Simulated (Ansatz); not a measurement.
CsSnBr3:
```yaml
crystal:
  lattice:
    - [5.88692, 0.00000, 0.00000]
    - [0.00000, 5.88692, 0.00000]
    - [0.00000, 0.00000, 5.88692]
  atoms:
    - { symbol: Cs, position: [0.00000, 0.00000, 0.00000] }
    - { symbol: Sn, position: [0.50000, 0.50000, 0.50000] }
    - { symbol: Br, position: [0.50000, 0.00000, 0.50000] }
    - { symbol: Br, position: [0.00000, 0.50000, 0.50000] }
    - { symbol: Br, position: [0.50000, 0.50000, 0.00000] }
```

Relaxed with PBE. Special points in fractions of this cell's reciprocal vectors: Γ (0.000, 0.000, 0.000); X (0.000, 0.500, 0.000); M (0.500, 0.500, 0.000); R (0.500, 0.500, 0.500).

Question: List the band energies nearest the valence-band maximum at these points for PBE with spin–orbit coupling (plane waves, PAW; program Ansatz).

Answer: In eV from the valence-band maximum; about four levels below and three above (degenerate sets whole), none deeper than 8.9 eV; points with the same levels are listed once.

```
k                              below                          above
-  ---------------------------------  -----------------------------
Γ            -2.54 -2.54 -2.54 -2.54  2.37 2.37 3.45 3.45 3.45 3.45
X            -2.68 -2.68 -1.88 -1.88            1.52 1.52 3.77 3.77
M            -2.34 -2.34 -0.92 -0.92            0.90 0.90 1.29 1.29
R  -2.24 -2.24 -2.24 -2.24 0.00 0.00  0.26 0.26 0.76 0.76 0.76 0.76
```

Space group Pm-3m (cubic perovskite). The PBE relaxation kept the symmetry of its start; of distortions, only those at the zone centre were tested.

Potentials: the later of the program's two PAW sets.
